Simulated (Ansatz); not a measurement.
One crystal and one scan (frozen-phonon scan) at two levels, PBE (plane waves to 420 eV, PAW, scalar-relativistic; Ansatz, a first-principles code) and r2SCAN (plane waves to 500 eV, PAW, scalar-relativistic; Ansatz), each from its own relaxed cell and on its own mesh. The cell shown is that of PBE.

Mg (hcp, Mg type)

```
CELL_PARAMETERS angstrom
      3.18616     0.00000     0.00000
     -1.59308     2.75930     0.00000
      0.00000     0.00000     5.22349
ATOMIC_POSITIONS crystal
  Mg 0.33333 0.66667 0.75000
  Mg 0.66667 0.33333 0.25000
```

The atoms are displaced by Q × the pattern below (from a DFPT mode at Γ, largest move 1; Q in Å), at fixed cell.

```csv
atom,x,y,z
Mg1,0.000,0.000,-1.000
Mg2,0.000,0.000,1.000
```

Mg was relaxed with its symmetry unable to fall. The PAW data are Ansatz's earlier set. With partly filled bands, energies and forces of such displacements shift with the k mesh and the smearing. Percentages come from the unrounded values. Both scans cover Q from -0.100 to 0.100 Å.

| quantity | PBE | r2SCAN | PBE − r2SCAN |
|---|---|---|---|
| Lattice constant a (Å) | 3.186 | 3.175 | +0.011 (+0.4 %) |
| Lattice constant c (Å) | 5.223 | 5.185 | +0.038 (+0.7 %) |
| Relaxed volume (Å³/atom) | 22.96 | 22.63 | +0.33 (+1.5 %) |
| Energy at Q = 0.100 Å (meV/cell) | 53 | 61 | -8 (-13 %) |
| Harmonic wavenumber from the curvature (finite differences) (cm⁻¹ (negative: imaginary)) | 242 | 259 | -17 (-7 %) |

PBE gives the higher value for: lattice constant a; lattice constant c; relaxed volume. PBE gives the lower value for: energy at Q = 0.100 Å; harmonic wavenumber from the curvature. Both give the same space group of the distorted cell: P-3m1 (No. 164), lowered from P6_3/mmc. Neither level is exact: the differences show how much the result hangs on the functional.

ΔE (meV/cell), each from the undisplaced structure of its own level:

| Q (Å) | PBE | r2SCAN |
|---|---|---|
| -0.100 | 53 | 61 |
| -0.083 | 37 | 42 |
| -0.067 | 23 | 27 |
| -0.050 | 13 | 15 |
| -0.033 | 6 | 7 |
| -0.017 | 1 | 2 |
| 0.000 | 0 | 0 |
| 0.017 | 1 | 2 |
| 0.033 | 6 | 7 |
| 0.050 | 13 | 15 |
| 0.067 | 23 | 27 |
| 0.083 | 37 | 42 |
| 0.100 | 53 | 61 |

(For displaced atoms, the force is minus the slope of the energy, and its curvature is a force constant, which sets phonon frequencies.)
